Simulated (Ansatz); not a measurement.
MoRu (L1₀ or tetragonal B2, P4/mmm), a = 2.745 Å, b = 2.745 Å, c = 3.807 Å, α = 90.00°, β = 90.00°, γ = 90.00°.

Relaxed with PBEsol.

Task: Decompose the optical modes at the zone centre into irreducible representations, and say which are infrared and Raman allowed.

Result: Point group 4/mmm: Γ_opt = A2u + Eu. Infrared: A2u, Eu. Raman: none.

Task: Assign frequencies (DFPT, the program Ansatz at the PBEsol level (PAW)).

Result: Eu 154, A2u 216 cm⁻¹.

The start of the workflow was typed in or built on a structure type; neither database checked (COD, Materials Project) lists it. Its standing as an ambient phase is unchecked. The cell was relaxed with PBEsol under the symmetry of its start; whether a distortion lowers the energy is not shown. The run is not spin-polarised. As this level gives no gap, phonon frequencies hold no LO–TO term and depend on the k-mesh and smearing (Fermi–Dirac, 0.1 eV here). Axis ratios of metals converge slowly with the k-mesh, so a and c are less sure than the volume.

Potentials: the earlier of the program's two PAW sets. The files were generated under PBE; for other functionals the program regenerates the frozen cores, and for LDA and PBEsol the local potential too.
